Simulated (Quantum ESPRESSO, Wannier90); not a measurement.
# Wannier functions of PtS2 (CdI2 type)

```xyz
3
Lattice="3.5487 0.0000 0.0000 -1.7744 3.0733 0.0000 0.0000 0.0000 5.5971" Properties=species:S:1:pos:R:3 pbc="T T T"
Pt     0.0000     0.0000     0.0000
S     -1.7744     1.0244    -1.2333
S      1.7744    -1.0244     1.2333
```

Materials Project entry mp-762; symmetrised, unrelaxed at this level. COD (Crystallography Open Database) has an entry of this formula and space group (matched by these alone). Level: PBEsol, no spin polarisation, no spin-orbit coupling; pw.x of Quantum ESPRESSO at 68 Ry with PseudoDojo potentials, 12×12×6 k-points, Wannier90. Density: 12×12×6 mesh, cold smearing 0.01 Ry. The cell is built of weakly bound layers, chains or molecules, whose nearest atoms lie 3.74 Å apart. Database cells relaxed without dispersion often hold them too far apart, which can enlarge gaps and weakens couplings between them; spacing and stacking were not compared with the measured crystal. Spin-orbit coupling is left out although heavy elements are present.

Functional, cutoff and mesh named above are those of the base row (PBEsol); the first column says what each row takes instead. Model: 11 functions from bands 7-27, start hydrogen-like Pt: d; S: p, disentangled but not localised (num_iter = 0), frozen window tied to the conduction edge or Fermi level of each row, as listed, which moves Ω_I and hoppings a little by itself. Energies are relative to the valence-band maximum; the misfit is to pw.x on a path, for states up to 2.0 eV relative to the valence-band maximum. The functional changes, each with its own PseudoDojo files and their cutoffs, on the same cell. The disentangled Ω_I can sit in another minimum from row to row.

```json
[
 {"functional": "LDA", "frozen to (eV)": "2.43", "Ω_I (Å²)": "16.85", "rms misfit (meV)": "0.3", "gap (eV)": "0.93", "bottom of band 7 (eV)": "-7.01", "on-site S2 pz minus Pt1 dz2 (eV)": "1.32", "hopping modulus Pt1 dyz – S3 py, R = 0 1 0 (eV)": "1.463", "hopping modulus S2 px – S2 px, R = 1 0 0 (eV)": "0.726", "hopping modulus Pt1 dxz – Pt1 dxy, R = 1 0 0 (eV)": "0.277"},
 {"functional": "PBE", "frozen to (eV)": "2.55", "Ω_I (Å²)": "16.52", "rms misfit (meV)": "0.2", "gap (eV)": "1.05", "bottom of band 7 (eV)": "-6.93", "on-site S2 pz minus Pt1 dz2 (eV)": "1.30", "hopping modulus Pt1 dyz – S3 py, R = 0 1 0 (eV)": "1.468", "hopping modulus S2 px – S2 px, R = 1 0 0 (eV)": "0.715", "hopping modulus Pt1 dxz – Pt1 dxy, R = 1 0 0 (eV)": "0.275"},
 {"functional": "PBEsol", "frozen to (eV)": "2.48", "Ω_I (Å²)": "16.76", "rms misfit (meV)": "0.3", "gap (eV)": "0.98", "bottom of band 7 (eV)": "-7.00", "on-site S2 pz minus Pt1 dz2 (eV)": "1.31", "hopping modulus Pt1 dyz – S3 py, R = 0 1 0 (eV)": "1.468", "hopping modulus S2 px – S2 px, R = 1 0 0 (eV)": "0.724", "hopping modulus Pt1 dxz – Pt1 dxy, R = 1 0 0 (eV)": "0.277"}
]
```
